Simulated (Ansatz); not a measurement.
The start is a relaxed Zr cell displaced along its unstable phonon at q = Γ (29i cm⁻¹), largest move 0.15 Å. The cell and all atomic positions are relaxed at zero pressure with PBEsol (plane waves to 420 eV, PAW, scalar-relativistic; Ansatz, a quantum-chemistry and plane-wave program). The first steps use a coarse 6×6×6 k-mesh.

The start:
```yaml
crystal:
  lattice:
    - [5.63376, 0.00000, 0.00000]
    - [0.00000, 5.63376, 0.00000]
    - [0.00000, 0.00000, 5.63376]
  atoms:
    - { symbol: Zr, position: [0.15369, 0.15636, 0.12450] }
    - { symbol: Zr, position: [0.64660, 0.35607, 0.82421] }
    - { symbol: Zr, position: [0.84631, 0.65636, 0.37550] }
    - { symbol: Zr, position: [0.35340, 0.85607, 0.67579] }
    - { symbol: Zr, position: [0.84631, 0.84364, 0.87550] }
    - { symbol: Zr, position: [0.35340, 0.64393, 0.17579] }
    - { symbol: Zr, position: [0.15369, 0.34364, 0.62450] }
    - { symbol: Zr, position: [0.64660, 0.14393, 0.32421] }
```

Q: What is the largest force in the starting geometry, and on which atom (counted from 1)?

A: 0.09 eV/Å, on Zr2, Zr4, Zr6, Zr8 (atoms numbered as listed).

Q: How much energy is released per atom?

A: 0.09 eV/atom.

Q: How does the volume change?

A: +0.5 %, from 22.35 to 22.47 Å³/atom.

Q: How do the shortest distances between atoms change?

A: The closest pairs of elements (up to four, under 3.6 Å), start → end: Zr–Zr 2.84 → 3.15 Å.

Q: Is the relaxed structure metallic? Give its gap.

A: Zero (metallic).

Final values are on a 17×17×9 k-mesh of the relaxed cell. No spin polarisation in the result.

The run could not lose the symmetry of its start.

Of the parent cell (Pa-3 (No. 205)): it is a generated cell of Zr: the first start was made by placing the elements on the sites of a structure type, and the end was not matched to a known phase here, so it may be hypothetical. Known forms of Zr include space group No. 194.
